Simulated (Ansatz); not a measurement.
CoPdO2 in space group R-3m (No. 166; Pd on 3a, Co on 3b, O on 6c) under volume change, DFT-PBE in the program Ansatz with PAW potentials, shape and atoms relaxed at each volume.

```
V (Å³/atom)  E − E(relaxed) (meV/atom)  P (GPa)
-----------  -------------------------  -------
9.592                             62.5    23.06
9.909                             26.1    14.04
10.225                             6.2     6.43
10.541                             0.0    -0.01
10.857                             5.5    -5.43
11.174                            20.9   -10.01
11.490                            44.5   -13.84
```

Problem. What does a third-order Birch–Murnaghan fit give for V₀, B₀ and B′?

Solution. V₀ = 10.54 Å³/atom, B₀ = 196 GPa, B′ = 4.6.

Symmetry was held in the PBE relaxation. The workflow began spin-polarised and lost its moments. No Hubbard U is applied.

Potentials: the later of the program's two PAW sets.
